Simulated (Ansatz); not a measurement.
**Axial (c/a) deformation path in P**

Theory: DFT LDA, scalar-relativistic, plane waves, PAW in Ansatz. Settings: plane waves to 420 eV, k-mesh 20×20×20 (Γ-centred), Gaussian smearing 0.15 eV. No spin polarisation. Energies are free energies at this smearing, counted from the undisturbed cell; pressure is positive in compression.

The undisturbed cell (as given, not relaxed at this level; it stands at -2.1 GPa; this form isn't the usual structure):

```xyz
2
Lattice="-1.6915 2.5152 1.8589 1.6915 -2.5152 1.8589 1.6915 2.5152 -1.8589" Properties=species:S:1:pos:R:3 pbc="T T T"
P     0.0000    3.7727    0.1982
P     1.6915   -1.2576    1.6607
```

At fixed volume and fractional coordinates, lengths along (0.000, 0.000, 1.000) are scaled against those across it; ρ is that ratio over its starting value. The cell is metallic on the mesh throughout.

| ρ | ΔE (meV/atom) |
| --- | --- |
| 0.850 | 133.9 |
| 0.920 | 36.2 |
| 1.000 | 0.0 |
| 1.100 | 34.9 |
| 1.200 | 111.7 |

(1) Predict the pressure (GPa) at each point.

## Answers

(1)
```tsv
ρ	pressure (GPa)
0.850	-2.8
0.920	-2.7
1.000	-2.1
1.100	-1.3
1.200	-0.8
```